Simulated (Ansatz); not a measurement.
CO₂: do the settings matter for the field gradients?

This input was run with Ansatz:

```yaml
crystal:
  lattice:
    - [5.49707328, 0.0, 0.0]
    - [0.0, 5.49707328, 0.0]
    - [0.0, 0.0, 5.49707328]
  atoms:
    - { symbol: C, position: [0.0, 0.0, 0.0] }
    - { symbol: C, position: [0.5, 0.0, 0.5] }
    - { symbol: C, position: [0.5, 0.5, 0.0] }
    - { symbol: C, position: [0.0, 0.5, 0.5] }
    - { symbol: O, position: [0.12253698, 0.12253698, 0.12253698] }
    - { symbol: O, position: [0.37746302, 0.87746302, 0.62253698] }
    - { symbol: O, position: [0.62253698, 0.37746302, 0.87746302] }
    - { symbol: O, position: [0.87746302, 0.62253698, 0.37746302] }
    - { symbol: O, position: [0.87746302, 0.87746302, 0.87746302] }
    - { symbol: O, position: [0.62253698, 0.12253698, 0.37746302] }
    - { symbol: O, position: [0.37746302, 0.62253698, 0.12253698] }
    - { symbol: O, position: [0.12253698, 0.37746302, 0.62253698] }
kpoints:
  mp_grid: { grid: [4, 4, 4] }
scf:
  occupations: { method: fermi_dirac, width: 0.02 }
hamiltonian:
  xc: pbe
  pseudopotentials: { kind: paw, frozen_core: stored }
output:
  forces: true
  stress: true
  populations: true
  efg: { quadrupole_moments_barn: { O: -0.02558 } }
total_charge: -1
```

```sh
ansatz run input.yaml --threads 1 --pin off --max-ram 3072MiB --backend cpu --events-out ev --progress --plain --runs-dir out
```

It converged. Of its output the block on the nuclei alone is shown, without the SCF iterations, energies, forces and stress (one atom of each set):

```
--- PAW observables at the nuclei: V_zz in 10²¹ V/m², potentials from the cell's mean, atoms counted from 1 ---
  atom   1  C  V_zz =    -2.248857   η = 0.0000   by run symmetry: allowed
            electrostatic potential = -405.340211 V   contact ρ = none
  atom   5  O  V_zz =    +7.285499   η = 0.0000   by run symmetry: allowed   C_q = -4.5062 MHz
            electrostatic potential = -614.535670 V   contact ρ = none
```

(1) Can these gradients be trusted, and how do they compare with a run on standard settings?

## Answers

(1) Only as results of these settings. Against the standard input the change is `total_charge`: not typed → -1. A site carries the number of its first atom; V_zz in 10²¹ V/m².

```tsv
site	atom	V_zz standard	η standard	V_zz here	η here
C	1	-2.64	0.00	-2.25	0.00
O	5	7.47	0.00	7.29	0.00
```

The largest change of V_zz is on C, from -2.64 to -2.25. In per cent, |V_zz| changes by -15 on C, -3 on O (all sites that start above 2). The changed cell holds a charge of -1 on a uniform background, so it isn't the neutral crystal. It has an odd number of electrons and no spin polarisation, so the extra carrier is shared by both spins and spread out, where a real one carries spin and can localise. At these positions the changed run has forces up to 1.3 eV/Å, so its atoms aren't at their own equilibrium. The gap no longer holds the Fermi energy in the changed run, so its gradients also hang on the k-mesh and the smearing. SCF iterations: 7 and 8.
